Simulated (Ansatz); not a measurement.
**Stability checks on a candidate for Zn2CdS3**

The structure comes from a generated guess, relaxed at this level; another structure or a mixture of phases may lie lower.

Level of theory: Ansatz 0.2.0, DFT PBE, scalar-relativistic, plane waves, PAW. Cutoff 420 eV, Γ-centred 12×12×4 mesh (6-atom cell), Gaussian smearing of 0.02 eV, no spin polarisation.

```yaml
crystal:
  lattice:
    - [3.95076, 0.00000, 0.00000]
    - [-1.97538, 3.42146, 0.00000]
    - [0.00000, 0.00000, 9.77492]
  atoms:
    - { symbol: Zn, position: [0.33333, 0.66667, 0.99155] }
    - { symbol: Zn, position: [0.66667, 0.33333, 0.67541] }
    - { symbol: Cd, position: [0.00000, 0.00000, 0.32886] }
    - { symbol: S, position: [0.33333, 0.66667, 0.75075] }
    - { symbol: S, position: [0.66667, 0.33333, 0.43548] }
    - { symbol: S, position: [0.00000, 0.00000, 0.06795] }
```

The zero of energy is the elements' standard structures at the same level; no fitted shifts are applied.

Question: These tests were run: energy against the elements; phonons on a 2×2×1 q mesh; elastic tensor. What do they show?

Answer:

```tsv
test	result
energy against the elements	−0.741 eV/atom
phonons on a 2×2×1 q mesh	no imaginary mode on the mesh
elastic tensor	least eigenvalue 16 GPa
```

It fails none of these tests. Other phases of the system weren't compared here, so this isn't yet thermodynamic stability.

The reference form of S is held partly by dispersion forces, which this level lacks. The run for the phonons used a 12×12×4 k mesh. The run for the elastic tensor used a 12×12×4 k mesh.
